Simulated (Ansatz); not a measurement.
Relaxed-ion elastic tensor of AlRu (CsCl type, Pm-3m) in GPa (Voigt order), PBEsol (plane waves, PAW; program Ansatz); density 8.07 g/cm³, 13.18 Å³ per atom.

```
340  159  159  0.0  0.0  0.0
159  340  159  0.0  0.0  0.0
159  159  340  0.0  0.0  0.0
0.0  0.0  0.0  136  0.0  0.0
0.0  0.0  0.0  0.0  136  0.0
0.0  0.0  0.0  0.0  0.0  136
```

Problem. Is the crystal mechanically stable?

Solution. Yes: the smallest eigenvalue of C is 136 GPa.

Problem. Work out the Voigt, Reuss and Hill averages.

Solution. K_V = 219, K_R = 219, K_H = 219; G_V = 118, G_R = 113, G_H = 116 GPa.

Problem. Give Young's modulus, Poisson's ratio, Pugh's ratio and the universal anisotropy index.

Solution. E = 9KG/(3K + G) = 295 GPa; ν = 0.28; K/G = 1.90 (ductile by the Pugh limit of 1.75); A_U = 5G_V/G_R + K_V/K_R − 6 = 0.21.

Problem. Estimate the sound speeds and the Debye temperature.

Solution. v_l = √((K + 4G/3)/ρ) = 6800 m/s, v_t = √(G/ρ) = 3790 m/s, mean 4220 m/s; Θ = (h/k)(3n/4πV)^(1/3) v_m = 531 K.

Problem. Give the Zener ratio and Young's modulus along [100], [110] and [111].

Solution. A = 2C44/(C11 − C12) = 1.51; 1/E = S11 − 2(S11 − S12 − S44/2)Γ with Γ = 0, 1/4, 1/3 gives 238, 306, 339 GPa.

Problem. Solve the Christoffel equation for the three sound speeds along [100], [110], [111].

Solution. Eigenvalues of C_ijkl n_j n_l equal ρv². In km/s, slowest first: [100] 4.11, 4.11, 6.49; [110] 3.35, 4.11, 6.92; [111] 3.62, 3.62, 7.05.

The cell was relaxed with PBEsol under the symmetry of its start; phonons on a q-mesh show no instability. No spin polarisation was allowed. As this level gives no gap, shear constants depend on the k-mesh and smearing (Fermi–Dirac, 0.1 eV here).

Potentials: the later of the program's two PAW sets.
